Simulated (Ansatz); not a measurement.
## Structure optimisation: lanthanum, diamond

All numbers below come from Ansatz 0.2.0, DFT, r2SCAN, plane waves (500 eV) with PAW, scalar-relativistic. The PAW files were generated under PBE, with cores re-solved for the functional.

k-point mesh 8×8×8, Fermi-Dirac smearing 0.05 eV, starting moments 1.00 ×2 μB. Cell and atoms relax.

Starting structure:

```yaml
crystal:
  lattice:
    - [0.0, 3.6965376151, 3.6965376151]
    - [3.6965376151, 0.0, 3.6965376151]
    - [3.6965376151, 3.6965376151, 0.0]
  atoms:
    - { symbol: La, position: [0.125, 0.125, 0.125], spin: 1.0 }
    - { symbol: La, position: [0.875, 0.875, 0.875], spin: 1.0 }
hamiltonian:
  xc: r2scan
  pseudopotentials:
    kind: paw
    azcp:
      La: "pseudopotentials/La.paw.azcp"
basis:
  ecutwfc: 500
  fft_grid_basis: typed
kpoints:
  mp_grid: { grid: [8, 8, 8], shift: [0, 0, 0] }
magnetization:
  spin_polarized: true
scf:
  occupations: { method: fermi_dirac, width: 0.05 }
relax:
  max_steps: 60
  f_tol: 0.01
  cell: {}
```

Question: What cell does the relaxation end in?

Answer: Fd-3m with a = 6.655 Å; 36.85 Å³ per atom against 50.51 at the start (-27.1 %).

Question: How much energy does the relaxation gain?

Answer: 371.3 meV per atom.

Path of the relaxation (the plane waves are chosen anew near the end, which can shift the energy a little):

```json
{"step": "0", "E − E(final) (meV/atom)": "371.27", "V (Å³/atom)": "50.511", "P (GPa)": "-5.67", "max force (eV/Å)": "0.000"}
{"step": "1", "E − E(final) (meV/atom)": "126.76", "V (Å³/atom)": "43.478", "P (GPa)": "-5.02", "max force (eV/Å)": "0.000"}
{"step": "2", "E − E(final) (meV/atom)": "-1.31", "V (Å³/atom)": "37.130", "P (GPa)": "-0.37", "max force (eV/Å)": "0.000"}
{"step": "3", "E − E(final) (meV/atom)": "-1.62", "V (Å³/atom)": "36.704", "P (GPa)": "0.20", "max force (eV/Å)": "0.000"}
{"step": "4", "E − E(final) (meV/atom)": "-1.68", "V (Å³/atom)": "36.846", "P (GPa)": "0.00", "max force (eV/Å)": "0.000"}
{"step": "5", "E − E(final) (meV/atom)": "0.00", "V (Å³/atom)": "36.846", "P (GPa)": "0.00", "max force (eV/Å)": "0.000"}
```

Question: Which magnetic state does it end in?

Answer: non-magnetic.
